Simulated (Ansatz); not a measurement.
CaF2:
```cif
data_Ca2F4
_chemical_formula_sum 'Ca2 F4'
_space_group_name_H-M_alt 'P 1'
_space_group_IT_number 1
_cell_length_a 3.63939
_cell_length_b 3.63939
_cell_length_c 7.22940
_cell_angle_alpha 90.000
_cell_angle_beta 90.000
_cell_angle_gamma 120.000
loop_
_space_group_symop_operation_xyz
  'x, y, z'
loop_
_atom_site_label
_atom_site_type_symbol
_atom_site_fract_x
_atom_site_fract_y
_atom_site_fract_z
_atom_site_occupancy
Ca1 Ca 0.33333 0.66667 0.25000 1
Ca2 Ca 0.66667 0.33333 0.75000 1
F1 F 0.33333 0.66667 0.59212 1
F2 F 0.66667 0.33333 0.09212 1
F3 F 0.66667 0.33333 0.40788 1
F4 F 0.33333 0.66667 0.90788 1
```

Relaxed with r²SCAN. r²SCAN in the plane-wave PAW code Ansatz gives a gap of 5.76 eV.

Q: What gap does HSE06 give on the same cell (Ansatz, PAW)?

A: 7.18 eV, 1.42 eV more. The hybrid was solved on a coarser mesh and at special points; its gap is the smallest among all of these.

| k | v1 r²SCAN | c1 r²SCAN | v1 HSE06 | c1 HSE06 |
|---|---|---|---|---|
| Γ | 0.00 | 5.76 | 0.00 | 7.18 |
| A | -0.61 | 6.50 | -0.63 | 7.97 |
| K | -0.06 | 6.52 | ___ | ___ |
| H | -0.31 | 6.80 | ___ | ___ |
| M | -0.04 | 6.77 | ___ | ___ |
| L | -0.33 | 7.01 | ___ | ___ |

Q: Top valence (v1) and lowest conduction level (c1) in eV from each method's valence maximum (which need not be a listed point): supply the withheld HSE06 values.

A: 
- K, v1 HSE06: -0.04
- K, c1 HSE06: 8.16
- M, v1 HSE06: -0.02
- M, c1 HSE06: 8.40
- L, v1 HSE06: -0.32
- L, c1 HSE06: 8.65
- H, v1 HSE06: -0.30
- H, c1 HSE06: 8.44

Cost on shared cores: the r²SCAN run (SCF on a 9×9×4 mesh, then bands and DOS) around 40 core-seconds (rough), the HSE06 run (SCF on 5×5×3, then a few points) very roughly 90 core-seconds; the tasks are unlike.

Space group P6_3/mmc. The start of the workflow was typed in or built on a structure type; neither database checked (COD, Materials Project) lists it. It is not the phase usual at ambient conditions (space group No. 225). Symmetry was held in the r²SCAN relaxation; its stability against distortions is not shown here.

Potentials: the earlier of the program's two PAW sets.
